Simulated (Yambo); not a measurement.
Consider the following.

```
CELL_PARAMETERS angstrom
      3.10162     1.79072     2.62146
     -3.10162     1.79072     2.62146
      0.00000    -3.58144     2.62146
ATOMIC_POSITIONS crystal
  O  0.54541 0.54541 0.09909
  O  0.09909 0.54541 0.54542
  O  0.54541 0.09909 0.54541
  K  0.00833 0.00833 0.00833
  I  0.50685 0.50685 0.50685
```

Workflow: norm-conserving LDA (Quantum ESPRESSO, 84 Ry, scalar-relativistic), then G0W0 in Yambo (4×4×4 Γ-centred k mesh, 126 bands and a 7 Ry block in the screening, 126 bands in G with the Bruneval-Gonze terminator, plasmon pole fitted at 27.2 eV).

Task: Give the LDA and G0W0 gaps between the band edges found on this mesh, and say where the edges lie.

Result: Edges: Z → Z. LDA: 2.45 eV; G0W0: 4.07 eV. Nearest settings tried, and what they do to the gap: 81 bands in G: +7 meV; 60 bands in W: +80 meV; 3 Ry block (63 vectors against 191): -73 meV. Not varied: mesh. So the settings aren't converged at that level. Without spin-orbit coupling, band edges of such heavy elements can be off by tenths of an eV.

Geometry of the Materials Project entry, not relaxed at this level.
